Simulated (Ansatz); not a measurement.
MgH2 (rutile)

```xyz
6
Lattice="4.4845 0.0000 0.0000 0.0000 4.4845 0.0000 0.0000 0.0000 2.9966" Properties=species:S:1:pos:R:3 pbc="T T T"
Mg     2.2422     2.2422     1.4983
Mg     0.0000     0.0000     0.0000
H      3.1182     3.1182     0.0000
H      1.3663     1.3663     0.0000
H      3.6085     0.8759     1.4983
H      0.8759     3.6085     1.4983
```

The slice is a (010) plane (indices of the conventional cell) through the point (0.000, 0.000, 0.000) (fractional), spanned by u = [001] and v = [100] in vectors of this cell: u (3.00 Å) and v (4.48 Å, at 90° to u). It covers one period; positions are fractions (u, v).

All values below come from r2SCAN (plane waves to 500 eV, PAW, scalar-relativistic; Ansatz, a first-principles code). k mesh 8×8×11. Inside the PAW spheres the values are not all-electron values, and peaks at nuclei hang on which shells count as valence. MgH2 was relaxed with its symmetry unable to fall.

Predict the map of the electrostatic potential energy of an electron, from the cell's mean on the slice.


```
|xxxxxxxxxx00001144555544110000xxxxxxxx|
|xxxxxxxxxx00002244555544220000xxxxxxxx|
|xxxxxxxxxx00003355666655330000xxxxxxxx|
|xxxxxxxx000022446666666644220000xxxxxx|
|00000000002244666677776666442200000000|
|00000011224466777777777777664422110000|
|22223344556677888888888888776655443322|
|44555566777788889999999988887777665555|
|66777777888899999999999999998888777777|
|88888888889999999999999999999988888888|
|99999999999999999999999999999999999999|
|99999999999999999999999999999999999999|
|99999999999999999999999999999999999999|
|99999999999999999999999999999999999999|
|99999999999999999999999999999999999999|
|99999999999999999999999999999999999999|
|99999999999999999999999999999999999999|
|88888888889999999999999999999988888888|
|66777777888899999999999999998888777777|
|44555566777788889999999988887777665555|
|22223344556677888888888888776655443322|
|00000011224466777777777777664422110000|
|00000000002244666677776666442200000000|
|xxxxxxxx000022446666666644220000xxxxxx|
|xxxxxxxxxx00003355666655330000xxxxxxxx|
|xxxxxxxxxx00002244555544220000xxxxxxxx|
|xxxxxxxxxx00001144555544110000xxxxxxxx|
|xxxxxxxxxxxx0011445555441100xxxxxxxxxx|
```
Scale: ten equal steps from -2.00 (start of '0') to 6.54 (end of '9'), in the order '0123456789'. Values: electrostatic potential energy of an electron, from the cell's mean, in eV. The map has 19 points along u (two characters each, u = 0 at the left) and 28 along v (v = 0 in the bottom row). Points within 0.8 Å of a nucleus are blanked (x), as the pseudised field means little there. Values under -2 eV are set to -2. The zero, the cell's mean, hangs on the PAW cores.
